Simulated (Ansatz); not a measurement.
Input and command of a plane-wave DFT calculation in Ansatz:

```yaml
crystal:
  lattice:
    - [2.9772951375, 0.0, 0.0]
    - [-1.4886475687, 2.5784132237, 0.0]
    - [0.0, 0.0, 6.198446137]
  atoms:
    - { symbol: Zn, position: [0.3333333333, 0.6666666667, 0.0] }
    - { symbol: Zn, position: [0.6666666667, 0.3333333333, 0.5] }
    - { symbol: O, position: [0.3333333333, 0.6666666667, 0.3821] }
    - { symbol: O, position: [0.6666666667, 0.3333333333, 0.8821] }
basis:
  ecutwfc: 420
kpoints:
  mp_grid: { grid: [12, 12, 6] }
hamiltonian:
  xc: pbe
scf:
  occupations: { method: gaussian, width: 0.05 }
output:
  forces: true
  stress: true
  eigenvalues: true
```

```bash
ansatz run input.yaml --threads 1 --pin off --max-ram 2560MiB --backend cpu --events-out ev --progress --plain --runs-dir out
```

Processor: AMD EPYC 7R43 64-Core Processor (Zen 3), 1 thread, on a host shared with other jobs.

Problem. Estimate time, memory and problem size.

Solution. About 6.7 s on 1 thread of AMD EPYC 7R43 64-Core Processor (Zen 3), on a shared host, peak memory 0.42 GiB. It solves 22 bands at 76 k points (the mesh reduced by the symmetry that the task leaves, which can be less than the crystal's) with about 921 plane waves, in 7 SCF iterations.
